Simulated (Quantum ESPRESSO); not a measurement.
## Re2HfGa4Ir (finding a planted mistake in a log)

Computed values, not a measurement. The program is pw.x of Quantum ESPRESSO 7.5 (plane-wave density functional theory). The cell is made up: eight metal atoms on a face-centred cubic lattice, with elements, volume, strain and displacements drawn at random and not relaxed, so it may be unstable or far from any real phase. PseudoDojo standard norm-conserving files set the functional (PBE unless stated); there is no spin polarisation or spin-orbit coupling, the Fermi-Dirac width of 0.25 eV means electrons at about 2900 K, and the masses in the input are unused placeholders. Heavy elements are run without spin-orbit coupling, which real alloys of them have. A spin test at this wide smearing found no moment, but such smearing suppresses magnetism that the real alloy may have.

Intended input:

```
&control calculation='scf', pseudo_dir='./dojo.nc.sr.pbe.v0_5.standard.upf', outdir='./o', disk_io='medium', tprnfor=.true., tstress=.true. /
&system ibrav=0, nat=8, ntyp=4, nbnd=69, ecutwfc=82.02448710, nosym=.true., tot_charge=0,
 occupations='smearing', smearing='fd', degauss=0.0183746611
/
&electrons conv_thr=1.470e-08, electron_maxstep=70, mixing_beta=0.5 /
ATOMIC_SPECIES
Ga 1.0 Ga.upf
Hf 1.0 Hf.upf
Ir 1.0 Ir.upf
Re 1.0 Re.upf
CELL_PARAMETERS angstrom
-0.0968 4.124 4.0493
4.1167 -0.1078 4.0603
4.1303 4.1486 -0.1214
ATOMIC_POSITIONS angstrom
Re -0.0156 -0.0293 0.0005
Hf 2.0775 2.0804 -0.1082
Ga 2.0935 -0.0048 1.9875
Ga 4.097 2.0147 1.9307
Ir -0.0545 2.1234 2.0153
Ga 2.0076 4.0709 2.0455
Ga 2.0557 1.9685 4.06
Re 4.0561 4.1074 4.0201
K_POINTS automatic
5 5 5 1 1 1
```

The log is shortened where brackets say so; the opening notice, blank lines, dates and the lines on written files are dropped, and the path of the files is cut. It prints rydbergs, bohrs and kilobars, and counts compression as positive stress. Its total energy is the free energy E - TS of the whole cell.

Log of the intended run:

```
     Program PWSCF v.7.5
     Parallel version (MPI & OpenMP), running on       1 processor cores
     Number of MPI processes:                 1
     Threads/MPI process:                     1
     [start-up lines left out]
     bravais-lattice index     =            0
     lattice parameter (alat)  =      10.9235  a.u.
     unit-cell volume          =     970.4776 (a.u.)^3
     number of atoms/cell      =            8
     number of atomic types    =            4
     number of electrons       =       111.00
     number of Kohn-Sham states=           69
     kinetic-energy cutoff     =      82.0245  Ry
     charge density cutoff     =     328.0979  Ry
     scf convergence threshold =      1.5E-08
     mixing beta               =       0.5000
     number of iterations used =            8  plain     mixing
     Exchange-correlation= PBE
                           (   1   4   3   4   0   0   0)
     [axes and pseudopotential details left out]
   Cartesian axes
     site n.     atom                  positions (alat units)
         1        Re     tau(   1) = (  -0.0026988  -0.0050688   0.0000865  )
         2        Hf     tau(   2) = (   0.3594012   0.3599029  -0.0187183  )
         3        Ga     tau(   3) = (   0.3621692  -0.0008304   0.3438315  )
         4        Ga     tau(   4) = (   0.7087686   0.3485370   0.3340053  )
         5        Ir     tau(   5) = (  -0.0094283   0.3673418   0.3486408  )
         6        Ga     tau(   6) = (   0.3473087   0.7042534   0.3538653  )
         7        Ga     tau(   7) = (   0.3556299   0.3405446   0.7023677  )
         8        Re     tau(   8) = (   0.7016930   0.7105678   0.6954652  )
     number of k points=    63  Fermi-Dirac smearing, width (Ry)=  0.0184
                       cart. coord. in units 2pi/alat
        k(    1) = (   0.0709414   0.0708226   0.0723185), wk =   0.0320000
        k(    2) = (   0.2090612   0.2079906  -0.0640781), wk =   0.0320000
     [further k points left out]
     Dense  grid:    97487 G-vectors     FFT dimensions: (  64,  64,  64)
     Estimated max dynamical RAM per process >     183.74 MB
     Initial potential from superposition of free atoms
     starting charge     110.9867, renormalised to     111.0000
     Starting wfcs are   76 randomized atomic wfcs
     total cpu time spent up to now is       50.6 secs
     per-process dynamical memory:   100.0 Mb
     Self-consistent Calculation
     iteration #  1     ecut=    82.02 Ry     beta= 0.50
     Davidson diagonalization with overlap
     ethr =  1.00E-02,  avg # of iterations =  3.3
     Threshold (ethr) on eigenvalues was too large:
     Diagonalizing with lowered threshold
     Davidson diagonalization with overlap
     ethr =  2.97E-04,  avg # of iterations =  3.8
     total cpu time spent up to now is      306.0 secs
     total energy              =   -1301.90733943 Ry
     estimated scf accuracy    <       0.33115641 Ry
     iteration #  2     ecut=    82.02 Ry     beta= 0.50
     Davidson diagonalization with overlap
     ethr =  2.98E-04,  avg # of iterations =  5.1
     total cpu time spent up to now is      455.8 secs
     total energy              =   -1301.68642115 Ry
     estimated scf accuracy    <       3.27795512 Ry
     [iterations 3 to 11 left out]
     iteration # 12     ecut=    82.02 Ry     beta= 0.50
     Davidson diagonalization with overlap
     ethr =  1.76E-10,  avg # of iterations =  2.0
     total cpu time spent up to now is     1548.4 secs
     total energy              =   -1302.03491107 Ry
     estimated scf accuracy    <       0.00000003 Ry
     iteration # 13     ecut=    82.02 Ry     beta= 0.50
     Davidson diagonalization with overlap
     ethr =  2.67E-11,  avg # of iterations =  1.9
     total cpu time spent up to now is     1614.4 secs
     End of self-consistent calculation
     [lines on levels left out]
!    total energy              =   -1302.03491107 Ry
     estimated scf accuracy    <          2.0E-09 Ry
     smearing contrib. (-TS)   =      -0.11059846 Ry
     internal energy E=F+TS    =   -1301.92431261 Ry
     The total energy is F=E-TS. E is the sum of the following terms:
     one-electron contribution =    -343.12657436 Ry
     hartree contribution      =     252.25298988 Ry
     xc contribution           =    -308.48609866 Ry
     ewald contribution        =    -902.56462947 Ry
     convergence has been achieved in  13 iterations
     Forces acting on atoms (cartesian axes, Ry/au):
     atom    1 type  4   force =     0.00084720    0.00288360    0.00310971
     atom    2 type  2   force =    -0.00649945    0.00587519    0.00569968
     atom    3 type  1   force =    -0.00739342   -0.00772572    0.00313856
     atom    4 type  1   force =     0.01074957    0.00618949    0.00471081
     atom    5 type  3   force =     0.00031665    0.00147620   -0.00523546
     atom    6 type  1   force =     0.00066190   -0.00017244   -0.01006719
     atom    7 type  1   force =     0.00097367   -0.00602370    0.00725277
     atom    8 type  4   force =     0.00034389   -0.00250262   -0.00860889
     Total force =     0.027019     Total SCF correction =     0.000214
     Computing stress (Cartesian axis) and pressure
          total   stress  (Ry/bohr**3)                   (kbar)     P=     -154.99
  -0.00128930   0.00003847   0.00002767         -189.66        5.66        4.07
   0.00003847  -0.00098458   0.00006279            5.66     -144.84        9.24
   0.00002767   0.00006279  -0.00088697            4.07        9.24     -130.48
     init_run     :     46.36s CPU     50.35s WALL (       1 calls)
     electrons    :   1515.26s CPU   1563.77s WALL (       1 calls)
     forces       :     10.99s CPU     11.07s WALL (       1 calls)
     stress       :     37.80s CPU     37.97s WALL (       1 calls)
     [timing details left out]
     PWSCF        :  26m50.87s CPU  27m44.47s WALL
     JOB DONE.
```

A second run was made from an input with one planted mistake. Its log:

```
     Program PWSCF v.7.5
     Parallel version (MPI & OpenMP), running on       1 processor cores
     Number of MPI processes:                 1
     Threads/MPI process:                     1
     [start-up lines left out]
     bravais-lattice index     =            0
     lattice parameter (alat)  =      11.1344  a.u.
     unit-cell volume          =    1027.7797 (a.u.)^3
     number of atoms/cell      =            8
     number of atomic types    =            4
     number of electrons       =       111.00
     number of Kohn-Sham states=           69
     kinetic-energy cutoff     =      82.0245  Ry
     charge density cutoff     =     328.0979  Ry
     scf convergence threshold =      1.5E-08
     mixing beta               =       0.5000
     number of iterations used =            8  plain     mixing
     Exchange-correlation= PBE
                           (   1   4   3   4   0   0   0)
     [axes and pseudopotential details left out]
   Cartesian axes
     site n.     atom                  positions (alat units)
         1        Re     tau(   1) = (  -0.0026986  -0.0050746   0.0000849  )
         2        Hf     tau(   2) = (   0.3593995   0.3599087  -0.0187201  )
         3        Ga     tau(   3) = (   0.3621660  -0.0008316   0.3438362  )
         4        Ga     tau(   4) = (   0.7087686   0.3485374   0.3340094  )
         5        Ir     tau(   5) = (  -0.0094364   0.3673424   0.3486393  )
         6        Ga     tau(   6) = (   0.3472985   0.7042541   0.3538667  )
         7        Ga     tau(   7) = (   0.3556318   0.3405436   0.7023702  )
         8        Re     tau(   8) = (   0.7016913   0.7105677   0.6954626  )
     number of k points=    63  Fermi-Dirac smearing, width (Ry)=  0.0184
                       cart. coord. in units 2pi/alat
        k(    1) = (   0.0709411   0.0708229   0.0723187), wk =   0.0320000
        k(    2) = (   0.2090611   0.2079933  -0.0640778), wk =   0.0320000
     [further k points left out]
     Dense  grid:   103123 G-vectors     FFT dimensions: (  72,  72,  72)
     Estimated max dynamical RAM per process >     200.21 MB
     Initial potential from superposition of free atoms
     starting charge     110.9867, renormalised to     111.0000
     Starting wfcs are   76 randomized atomic wfcs
     total cpu time spent up to now is       66.3 secs
     per-process dynamical memory:   111.4 Mb
     Self-consistent Calculation
     iteration #  1     ecut=    82.02 Ry     beta= 0.50
     Davidson diagonalization with overlap
     ethr =  1.00E-02,  avg # of iterations =  3.2
     Threshold (ethr) on eigenvalues was too large:
     Diagonalizing with lowered threshold
     Davidson diagonalization with overlap
     ethr =  3.42E-04,  avg # of iterations =  3.4
     total cpu time spent up to now is      245.2 secs
     total energy              =   -1301.80599106 Ry
     estimated scf accuracy    <       0.37868772 Ry
     iteration #  2     ecut=    82.02 Ry     beta= 0.50
     Davidson diagonalization with overlap
     ethr =  3.41E-04,  avg # of iterations =  5.3
     total cpu time spent up to now is      350.4 secs
     total energy              =   -1301.47037591 Ry
     estimated scf accuracy    <       5.46119489 Ry
     [iterations 3 to 11 left out]
     iteration # 12     ecut=    82.02 Ry     beta= 0.50
     Davidson diagonalization with overlap
     ethr =  2.87E-10,  avg # of iterations =  2.0
     total cpu time spent up to now is     1609.8 secs
     total energy              =   -1301.96571255 Ry
     estimated scf accuracy    <       0.00000006 Ry
     iteration # 13     ecut=    82.02 Ry     beta= 0.50
     Davidson diagonalization with overlap
     ethr =  5.53E-11,  avg # of iterations =  1.0
     total cpu time spent up to now is     1708.8 secs
     End of self-consistent calculation
     [lines on levels left out]
!    total energy              =   -1301.96571256 Ry
     estimated scf accuracy    <          4.4E-09 Ry
     smearing contrib. (-TS)   =      -0.11815766 Ry
     internal energy E=F+TS    =   -1301.84755489 Ry
     The total energy is F=E-TS. E is the sum of the following terms:
     one-electron contribution =    -369.23690053 Ry
     hartree contribution      =     261.01635795 Ry
     xc contribution           =    -308.15745940 Ry
     ewald contribution        =    -885.46955291 Ry
     convergence has been achieved in  13 iterations
     Forces acting on atoms (cartesian axes, Ry/au):
     atom    1 type  4   force =    -0.00033854    0.00027536    0.00020860
     atom    2 type  2   force =    -0.00284517    0.00477571    0.00499605
     atom    3 type  1   force =    -0.00486082   -0.00695259    0.00173206
     atom    4 type  1   force =     0.00933857    0.00490472    0.00251236
     atom    5 type  3   force =    -0.00044356    0.00553520   -0.00371026
     atom    6 type  1   force =    -0.00039809   -0.00087680   -0.00724001
     atom    7 type  1   force =     0.00211507   -0.00589577    0.00678735
     atom    8 type  4   force =    -0.00256747   -0.00176584   -0.00528615
     Total force =     0.021669     Total SCF correction =     0.000270
     Computing stress (Cartesian axis) and pressure
          total   stress  (Ry/bohr**3)                   (kbar)     P=     -197.64
  -0.00153629   0.00002587   0.00001479         -226.00        3.81        2.18
   0.00002587  -0.00129228   0.00003890            3.81     -190.10        5.72
   0.00001479   0.00003890  -0.00120211            2.18        5.72     -176.84
     init_run     :     60.59s CPU     66.08s WALL (       1 calls)
     electrons    :   1556.80s CPU   1642.51s WALL (       1 calls)
     forces       :     17.17s CPU     17.38s WALL (       1 calls)
     stress       :     80.67s CPU     80.99s WALL (       1 calls)
     [timing details left out]
     PWSCF        :  28m35.82s CPU  30m 9.57s WALL
     JOB DONE.
```

Question: the log repeats what the program read. Compare it with the intended run: what was wrong in the second input?

Answer: the cell and the positions are scaled by a wrong factor. The input lines that differ:

```
- -0.0968 4.124 4.0493
- 4.1167 -0.1078 4.0603
- 4.1303 4.1486 -0.1214
+ -0.0987 4.2036 4.1275
+ 4.1962 -0.1099 4.1387
+ 4.21 4.2287 -0.1237
- Re -0.0156 -0.0293 0.0005
- Hf 2.0775 2.0804 -0.1082
- Ga 2.0935 -0.0048 1.9875
- Ga 4.097 2.0147 1.9307
- Ir -0.0545 2.1234 2.0153
- Ga 2.0076 4.0709 2.0455
- Ga 2.0557 1.9685 4.06
- Re 4.0561 4.1074 4.0201
+ Re -0.0159 -0.0299 0.0005
+ Hf 2.1176 2.1206 -0.1103
+ Ga 2.1339 -0.0049 2.0259
+ Ga 4.1761 2.0536 1.968
+ Ir -0.0556 2.1644 2.0542
+ Ga 2.0463 4.1495 2.085
+ Ga 2.0954 2.0065 4.1384
+ Re 4.1344 4.1867 4.0977
```

|  | intended run | run with the mistake |
| --- | --- | --- |
| free energy (eV) | -17715.087 | -17714.146 |
| entropy term -TS, part of it (eV) | -1.505 | -1.608 |
| pressure (GPa) | -15.50 | -19.76 |
| size of the largest force component (eV/Å) | 0.276 | 0.240 |
| largest change of a force component (eV/Å) |  | 0.104 |
| iterations | 13 | 13 |

For scale, a rerun of the intended cell at a higher cutoff and on a denser mesh moved values by no more than 0.002 eV in energy, 0.03 GPa in stress and 0.003 eV/Å in force, and a second program with other atomic files agreed on that cell to 2 % rms in force and 0.5 GPa in pressure.